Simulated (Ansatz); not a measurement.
Input for Ansatz (plane-wave DFT, PAW):

```yaml
crystal:
  lattice:
    - [2.957362355, 0.0, 0.0]
    - [-1.4786811775, 2.5611509276, 0.0]
    - [0.0, 0.0, 4.6809621766]
  atoms:
    - { symbol: Ti, position: [0.3333333333, 0.6666666667, 0.25] }
    - { symbol: Ti, position: [0.6666666667, 0.3333333333, 0.75] }
basis:
  ecutwfc: 420
kpoints:
  mp_grid: { grid: [18, 18, 10] }
hamiltonian:
  xc: pbesol
scf:
  occupations: { method: gaussian, width: 0.1 }
output:
  forces: true
  stress: true
  eigenvalues: true
relax:
  adjacent_minimum: "off"
  f_tol: 0.01
  max_steps: 30
  cell: { stress_tol: 0.1, fix: [volume] }
```

Command:
```bash
ansatz run input.yaml --threads 1 --pin off --max-ram 2560MiB --backend cpu --events-out ev --progress --plain --runs-dir out
```

The calculation used DFT PBEsol, scalar-relativistic, plane waves, PAW in Ansatz.

Part of what the program printed, abridged (iterations and final results):

```
SCF iter   1: F=—  HF=-4947.763551 eV  |F-HF|=—  |Δ(HF+E_count)|=         —  Δρ=8.33e-3  dr2=1.87e-2  ethr=1.77e-3  ⟨swp⟩=3.6  Hψ=14249  notcnv=0
SCF iter   2: F=—  HF=-4947.758123 eV  |F-HF|=—  |Δ(HF+E_count)|=   5.43e-3  Δρ=3.60e-3  dr2=3.64e-3  ethr=7.80e-5  ⟨swp⟩=2.3  Hψ=6467  notcnv=0  defer=11
SCF iter   3: F=—  HF=-4947.757143 eV  |F-HF|=—  |Δ(HF+E_count)|=   9.80e-4  Δρ=3.42e-4  dr2=1.27e-5  ethr=1.52e-5  ⟨swp⟩=3.0  Hψ=6363  notcnv=0  defer=11
SCF iter   4: F=—  HF=-4947.757141 eV  |F-HF|=—  |Δ(HF+E_count)|=   2.30e-6  Δρ=3.96e-5  dr2=1.75e-7  ethr=5.28e-8  ⟨swp⟩=2.0  Hψ=5870  notcnv=0  defer=11
SCF iter   5: F=-4947.757141 eV  HF=-4947.757141 eV  |F-HF|=3.57e-9  |Δ(HF+E_count)|=   2.66e-7  Δρ=4.86e-6  dr2=4.70e-9  ethr=7.27e-10  ⟨swp⟩=2.2  Hψ=4809  notcnv=0  defer=11
SCF iter   6: F=-4947.757141 eV  HF=-4947.757141 eV  |F-HF|=2.57e-10  |Δ(HF+E_count)|=   1.97e-9  Δρ=1.12e-6  dr2=3.47e-10  ethr=1.96e-11  ⟨swp⟩=1.5  Hψ=11005  notcnv=0
the search or the solves at the SCF's close seem to have found levels that the self-consistency loop had missed (the run counts 1). By its estimate they hold under 1e-12 electrons; where the run keeps them, the occupations were computed again with them
SCF 1 converged in 6 iterations: F = -4947.757141 eV  dr2 = 3.47e-10
relax step   1: F+E_penalty+E_count = -4947.75714093 eV  Δ(F+E_penalty+E_count) = +0.000e0 eV  max|allowed force component| = 2.405e-16 eV/Å  Δτ_max = 0.0000 Å  P = -6.280 GPa  Ω = 35.455 Å³  fix = [volume]  reactions: volume -6.280 GPa (6 SCF iters, dr2 threshold 1.00e-7 eV, accepted)
Initial density: handed on by an earlier stage of this run
Initial wavefunctions: those handed on with the density
SCF iter   1: F=—  HF=-4947.757187 eV  |F-HF|=—  |Δ(HF+E_count)|=         —  Δρ=8.38e-5  dr2=1.04e-6  ethr=3.25e-9  ⟨swp⟩=3.5  Hψ=25205  notcnv=0
SCF iter   2: F=—  HF=-4947.757176 eV  |F-HF|=—  |Δ(HF+E_count)|=   1.13e-5  Δρ=4.05e-5  dr2=1.65e-7  ethr=3.25e-9  ⟨swp⟩=1.1  Hψ=3604  notcnv=0
SCF iter   3: F=-4947.757176 eV  HF=-4947.757176 eV  |F-HF|=7.38e-10  |Δ(HF+E_count)|=   2.93e-8  Δρ=4.29e-6  dr2=1.69e-9  ethr=6.88e-10  ⟨swp⟩=1.2  Hψ=3689  notcnv=0
SCF iter   4: F=-4947.757176 eV  HF=-4947.757176 eV  |F-HF|=1.55e-11  |Δ(HF+E_count)|=   1.02e-9  Δρ=7.18e-7  dr2=6.50e-11  ethr=7.05e-12  ⟨swp⟩=2.4  Hψ=5206  notcnv=0
SCF iter   5: F=-4947.757176 eV  HF=-4947.757176 eV  |F-HF|=8.19e-12  |Δ(HF+E_count)|=  3.09e-11  Δρ=1.74e-7  dr2=9.06e-12  ethr=1.00e-12  ⟨swp⟩=2.0  Hψ=4200  notcnv=0
SCF iter   6: F=-4947.757176 eV  HF=-4947.757176 eV  |F-HF|=1.82e-12  |Δ(HF+E_count)|=  3.64e-12  Δρ=1.96e-8  dr2=5.99e-14  ethr=1.00e-12  ⟨swp⟩=1.0  Hψ=8033  notcnv=0
SCF 2 converged in 6 iterations: F = -4947.757176 eV  dr2 = 5.99e-14
relax step   2: F+E_penalty+E_count = -4947.75717575 eV  Δ(F+E_penalty+E_count) = -3.482e-5 eV  max|allowed force component| = 7.864e-16 eV/Å  Δτ_max = 0.0000 Å  P = -6.275 GPa  Ω = 35.455 Å³  energy of the carried Pulay correction = +1.116e-7 eV  fix = [volume]  reactions: volume -6.275 GPa (6 SCF iters, dr2 threshold 5.74e-8 eV, accepted)
Initial wavefunctions: pseudopotential atomic-orbital guess (no wavefunctions were taken with the density)
SCF iter   1: F=—  HF=-4947.757187 eV  |F-HF|=—  |Δ(HF+E_count)|=         —  Δρ=9.40e-5  dr2=6.44e-8  ethr=5.48e-10  ⟨swp⟩=3.1  Hψ=25015  notcnv=0
SCF iter   2: F=—  HF=-4947.757176 eV  |F-HF|=—  |Δ(HF+E_count)|=   1.14e-5  Δρ=4.70e-5  dr2=1.61e-8  ethr=2.69e-10  ⟨swp⟩=1.0  Hψ=3552  notcnv=0
SCF iter   3: F=—  HF=-4947.757176 eV  |F-HF|=—  |Δ(HF+E_count)|=   2.07e-7  Δρ=7.34e-7  dr2=1.04e-10  ethr=6.72e-11  ⟨swp⟩=1.0  Hψ=3552  notcnv=0
SCF iter   4: F=-4947.757176 eV  HF=-4947.757176 eV  |F-HF|=9.09e-13  |Δ(HF+E_count)|=  3.46e-11  Δρ=2.11e-7  dr2=6.62e-12  ethr=1.00e-12  ⟨swp⟩=1.7  Hψ=3974  notcnv=0
SCF iter   5: F=-4947.757176 eV  HF=-4947.757176 eV  |F-HF|=0.00e0  |Δ(HF+E_count)|=  9.09e-13  Δρ=6.38e-8  dr2=6.59e-13  ethr=1.00e-12  ⟨swp⟩=1.0  Hψ=3552  notcnv=0
SCF iter   6: F=-4947.757176 eV  HF=-4947.757176 eV  |F-HF|=1.82e-12  |Δ(HF+E_count)|=  9.09e-13  Δρ=9.74e-9  dr2=2.34e-14  ethr=1.00e-12  ⟨swp⟩=1.0  Hψ=3552  notcnv=0
SCF iter   7: F=-4947.757176 eV  HF=-4947.757176 eV  |F-HF|=9.09e-13  |Δ(HF+E_count)|=  1.82e-12  Δρ=1.37e-9  dr2=1.58e-16  ethr=1.00e-12  ⟨swp⟩=1.0  Hψ=3552  notcnv=0
SCF iter   8: F=-4947.757176 eV  HF=-4947.757176 eV  |F-HF|=9.09e-13  |Δ(HF+E_count)|=  9.09e-13  Δρ=1.28e-10  dr2=5.27e-18  ethr=1.00e-12  ⟨swp⟩=1.0  Hψ=7992  notcnv=0
SCF 3 converged in 8 iterations: F = -4947.757176 eV  dr2 = 5.27e-18
SCF converged after 8 iterations
Free energy (F): -4947.757176 eV
Harris-Foulkes:  -4947.757176 eV  (|F-HF|=9.09e-13)
Internal energy: -4947.747432 eV  (E = F + TS)
E sigma→0 (E₀):  -4947.752304 eV
Entropy (-TS):   -0.009744 eV (-4.872 meV/atom)
Fermi energy:    12.945750 eV
--- Per-component energies (eV) ---
  E_band       = -323.632286
  E_kinetic    = 542.964908
  E_local      = -1648.885029  (includes V_loc(G=0)·N_el)
  E_nonlocal   = 18.548017
  E_hartree    = 673.205495
  E_xc         = -192.806546
  E_vxc        = -242.211596  (∫ρ·V_xc dr)
  E_paw        = -2044.642822  (= ΣΔE_a)
  E_vpaw       = -340.459796  (= ΣTr[D̂ρ^β])
  E_aug_tail   = 0.000221  (compensation charges beyond the density's cutoff)
  E_ewald      = -2296.410444
  E_core_change = 0.278769  (= ΣΔE_core)
  E_smearing   = -0.009744  (= −TS)
--- Forces (eV/Å), atoms counted from 1 ---
  atom   1  Ti     0.00000000     0.00000000     0.00000000
  atom   2  Ti     0.00000000     0.00000000     0.00000000
--- Stress (GPa, compression-positive) ---
       -6.281917       0.000000       0.000000
        0.000000      -6.281917       0.000000
        0.000000       0.000000      -6.261342
  P = ⅓ Tr σ = -6.2751 GPa (-62.751 kbar)
--- Band table (eV; the first three rows and the last of 222) ---
  k-point 0: bands = ["-43.6855", "-43.5546", "-20.3762", "-19.7607", "-19.7607", "-19.6956", "-19.6625", "-19.6625", "6.7893", "10.2965", "13.6800", "13.6979", "13.6979", "13.8333", "14.1900", "14.1900"]
  k-point 1: bands = ["-43.6824", "-43.5579", "-20.3602", "-19.7584", "-19.7584", "-19.7130", "-19.6649", "-19.6649", "6.8729", "10.2522", "13.5351", "13.6539", "13.6539", "13.7870", "14.1432", "14.1432"]
  k-point 2: bands = ["-43.6732", "-43.5673", "-20.3135", "-19.7631", "-19.7514", "-19.7514", "-19.6719", "-19.6719", "7.1190", "10.0889", "13.2255", "13.5755", "13.5755", "13.6551", "14.0216", "14.0216"]
  k-point 221: bands = ["-43.5450", "-43.5450", "-20.1952", "-20.1952", "-20.0146", "-20.0146", "-19.7846", "-19.7846", "11.7138", "11.7138", "11.8742", "11.8742", "12.7148", "12.7148", "14.5838", "14.5838"]
--- Relaxed structure (2 steps of the walk, 2 accepted, 1 SCFs on fresh bases) ---
  F+E_penalty+E_count = -4947.75717579 eV   max|allowed force component| = 7.587e-16 eV/Å   (the final SCF, on the basis selected at the relaxed cell)
  cell:  # Å, volume = 35.4548 Å³
    - [2.95960626, 0.0, 0.0]
    - [-1.47980313, 2.56309421, 0.0]
    - [0.0, 0.0, 4.67386685]
  atoms:
    - { symbol: Ti, position: [0.33333333, 0.66666666, 0.25] }
    - { symbol: Ti, position: [0.66666666, 0.33333333, 0.75] }
```

The relaxation met its thresholds.

It took 18 s on 1 thread of Arm Neoverse V2 (shared host), peak memory 0.4 GiB.